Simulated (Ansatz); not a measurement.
Rb$_{2}$ScInCl$_{6}$ in space group Fm-3m (No. 225; Rb on 8c, Sc on 4a, In on 4b, Cl on 24e), the program Ansatz at the r²SCAN level (PAW), all energies at zero smearing, with the estimated change up to a 700 eV cutoff added, with one set of potentials and settings (totals compare only within such a set). Cell of 10 atoms (2 Rb, 1 Sc, 1 In, 6 Cl): -20830.286 eV.

```json
[
 {"element": "Rb", "reference phase": "Cmcm, 2 atoms in the cell", "E (eV/atom)": "-3278.0015"},
 {"element": "Sc", "reference phase": "P6_3/mmc, 2 atoms in the cell", "E (eV/atom)": "-2140.5738"},
 {"element": "In", "reference phase": "I4/mmm, 1 atoms in the cell", "E (eV/atom)": "-5611.8204"},
 {"element": "Cl", "reference phase": "Cmce, 4 atoms in the cell", "E (eV/atom)": "-1083.6259"}
]
```

Formation energy per atom, worked out: (-20830.286 − 2×(-3278.0015) − 1×(-2140.5738) − 1×(-5611.8204) − 6×(-1083.6259))/10 = -2.013 eV/atom (-194 kJ per mol of atoms), at 0 K, without zero-point energy or fitted corrections.

The workflow started from a Materials Project entry (that database holds measured and hypothetical structures alike); the Crystallography Open Database copy checked does not list it. Its standing as an ambient phase is unchecked. Symmetry was held in the r²SCAN relaxation; its stability against distortions is not shown here. The run is not spin-polarised. The references are the lowest solids computed at this level, not always the standard phases (solids in place of the gases).

Potentials: the later of the program's two PAW sets.
